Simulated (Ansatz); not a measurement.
# Nd3Si2I, before and after

Recipe of this trial structure of Nd3Si2I: species swapped into a database cell of NaNi2O3 (P-3m1, No. 164), with I on the Na sites, Si on the Ni sites and Nd on the O sites. The dimensions are guesses.

start.cif

```cif
data_structure
_symmetry_space_group_name_H-M 'P-3m1'
_symmetry_Int_Tables_number 164
_cell_length_a 4.0165
_cell_length_b 4.0165
_cell_length_c 10.3052
_cell_angle_alpha 90.000
_cell_angle_beta 90.000
_cell_angle_gamma 120.000
_cell_volume 143.98
loop_
_atom_site_label
_atom_site_type_symbol
_atom_site_symmetry_multiplicity
_atom_site_Wyckoff_symbol
_atom_site_fract_x
_atom_site_fract_y
_atom_site_fract_z
_atom_site_occupancy
Nd1 Nd 2 d 0.33333 0.66667 0.20811 1
Nd2 Nd 1 b 0.00000 0.00000 0.50000 1
Si1 Si 2 d 0.33333 0.66667 0.66182 1
I1 I 1 a 0.00000 0.00000 0.00000 1
```

Computed with Ansatz 0.2.0, DFT PBE, scalar-relativistic, plane waves, PAW, and for the lanthanide a 4f-in-core norm-conserving potential. Cutoff 660 eV, Gaussian smearing, Γ-centred meshes. Cell and atoms relax first on a coarse mesh, the cell is then made exact in the group found at 0.06 to 0.08 Å, and last on a converged mesh; the steps can't lower the symmetry of their start. No spin polarisation.

end.cif

```cif
data_structure
_symmetry_space_group_name_H-M 'P-3m1'
_symmetry_Int_Tables_number 164
_cell_length_a 4.3120
_cell_length_b 4.3120
_cell_length_c 11.2325
_cell_angle_alpha 90.000
_cell_angle_beta 90.000
_cell_angle_gamma 120.000
_cell_volume 180.87
loop_
_atom_site_label
_atom_site_type_symbol
_atom_site_symmetry_multiplicity
_atom_site_Wyckoff_symbol
_atom_site_fract_x
_atom_site_fract_y
_atom_site_fract_z
_atom_site_occupancy
Nd1 Nd 2 d 0.33333 0.66667 0.20892 1
Nd2 Nd 1 b 0.00000 0.00000 0.50000 1
Si1 Si 2 d 0.33333 0.66667 0.65795 1
I1 I 1 a 0.00000 0.00000 0.00000 1
```

The symmetry stays P-3m1 (No. 164). The volume per atom grows by 25.6 %, from 24.0 to 30.1 Å³. The shortest distance goes from 2.68 Å (Nd–Si) to 2.90 Å (Nd–Si).

* Volume per atom: 30.15 Å³
* Density: 5.65 g/cm³
* Energy over the elements: −0.81 eV/atom
* Gap on the 12×12×4 mesh of the 6-atom cell: 0 eV (a metal)

The zero of energy is the elements' standard structures at the same level; no fitted shifts are applied. It lies below the elements, which doesn't yet make it stable against other compounds or structures.

The last run used Gaussian smearing of 0.10 eV. Spin–orbit coupling, which can matter for I, is left out. The reference form of I is held partly by dispersion forces, which this level lacks. A later test with randomly moved atoms came back to the same energy, though modes that don't fit the test's cell weren't probed.

The lanthanide is trivalent by construction, without f bands, f moments or other valences. The reference runs of the other elements, and any phases without the lanthanide, used 420 eV, which shifts energies against them by under 10 meV/atom. The lanthanide's reference is the lowest of its hcp, dhcp and fcc cells.
